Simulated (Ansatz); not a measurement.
FeBiO$_{3}$, first-principles data

FeBiO3:
```xyz
10
Lattice="-2.6049 2.6049 4.7314 2.6049 -2.6049 4.7314 2.6049 2.6049 -4.7314" Properties=species:S:1:pos:R:3 pbc="T T T"
Bi     0.0000     2.6049     0.7380
Fe     0.0000     0.0000     2.7888
O      1.3024     1.3024     2.1349
O     -1.3024     1.3024     6.8662
O      0.0000     0.0000     9.3613
Bi     2.6049     0.0000     0.7380
Fe     0.0000     0.0000     7.5202
O      1.3024     1.3024     6.8662
O      1.3024    -1.3024     6.8662
O      0.0000     0.0000     4.6299
```
The run is spin-polarised; directions of the spins, atom by atom: 0 ↑ 0 0 ↓ 0 ↓ 0 0 ↑.

Space group P4mm (No. 99); conventional cell a = 3.6838 Å, b = 3.6838 Å, c = 4.7314 Å, α = 90.00°, β = 90.00°, γ = 90.00°.

Method: DFT-PBEsol in the program Ansatz with PAW potentials. Geometry: relaxed at this level of theory. Other levels are named where they apply.

### Cell and energy

Volume per atom: 12.84 Å³
Density: 8.09 g/cm³
Formation energy from the elements (no fitted shifts): -1.22 eV/atom

### Electronic structure

* **Band gap**: 0.41 eV (direct)
* **Valence-band maximum**: at M
* **Conduction-band minimum**: at M
* **Electron effective mass**: 1.3, 1.7, 1.7 mₑ (principal values)

### Magnetism

- Magnetic order = antiferromagnetic
- Net moment = 0.00 μB per atom

The start of the workflow was typed in or built on a structure type; the Crystallography Open Database copy checked does not list it. It is not the phase usual at ambient conditions (space group No. 161). Symmetry was held in the PBEsol relaxation, as lowered by the spin order; whether a distortion lowers the energy is not shown. Spin order of the final state: antiferromagnetic, chosen from 5 collinear starts compared on coarse meshes (ties went to the first, and starts can fall back to one state), not a proven ground state. No Hubbard U is applied. Point labels and valley counts follow the cell and symmetry of the run, lower than the named group. The references are the lowest solids computed at this level, not always the standard phases (solids in place of the gases). Scalar-relativistic: spin–orbit coupling is off unless named, which matters more the heavier the elements.

Potentials: the earlier of the program's two PAW sets. The files were generated under PBE; for other functionals the program regenerates the frozen cores, and for LDA and PBEsol the local potential too.
